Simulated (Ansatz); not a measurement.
This guess for Na3H2 is about to be relaxed.

```xyz
5
Lattice="4.4140 0.0000 0.0000 0.0000 4.4140 0.0000 0.0000 0.0000 6.2423" Properties=species:S:1:pos:R:3 pbc="T T T"
Na    0.0000    0.0000    0.0000
Na    2.2070    2.2070    3.1212
Na    0.0000    0.0000    3.1212
H     2.2070    0.0000    4.6817
H     0.0000    2.2070    1.5606
```

These are results of DFT PBE, scalar-relativistic, plane waves, PAW (Ansatz), not measurements. Cutoff 420 eV, Gaussian smearing, Γ-centred meshes. Cell and atoms relax on a converged mesh. In metals the finer mesh still leaves noise of several meV/atom or more. The steps can't lower the symmetry of their start. No spin polarisation.

A guess keeps its type if space group and coordination stay and the shape of the cell changes little (axis ratios within about 15 %, angles within 6°); the volume may change.

Question: Does it keep its structure type, or change into something else?

Answer: It doesn't keep its type. The symmetry stays P-4m2 (No. 115). The volume per atom grows by 20.8 %, from 24.3 to 29.4 Å³. The shortest distance goes from 2.70 Å (Na–H) to 2.23 Å (Na–H). The ratio c/a of the conventional cell changes by a factor of 1.23. Counting neighbours within 15 % of an atom's shortest distance, the start has H 6, Na 4 and the end H 4, Na 4/6. In detail, at the end Na on its first site has 2 Na at 3.81 Å and 4 H at 4.07 Å; Na on its second site is surrounded by 4 H at 2.23 Å; H is surrounded by 4 Na at 2.23 Å, 4 H at 3.20 Å and 2 Na at 4.07 Å; 1 more site not described.

```
Na H
1.0
     4.39118    0.00000    0.00000
     0.00000    4.39118    0.00000
     0.00000    0.00000    7.62069
Na H
3 2
Direct
  0.00000 0.00000 0.00000
  0.50000 0.50000 0.50000
  0.00000 0.00000 0.50000
  0.50000 0.00000 0.55095
  0.00000 0.50000 0.44905
```

The zero of energy is the elements' standard structures at the same level (H₂ as a molecule); no fitted shifts are applied.

Question: At what energy does it end?

Answer: +0.05 eV/atom. It can't be a ground state, since the elements alone are lower.

The last run used an 8×8×6 mesh (in the run's order of axes) for its 5-atom cell and Gaussian smearing of 0.10 eV. The cell is a metal run without spin; a magnetic state may lie lower. With hydrogen, zero-point motion can shift formation energies by some tens of meV/atom. Symmetry constrained the relaxation, so the result can be a saddle point.

In counts of neighbours, a slash parts the counts of unlike sites.
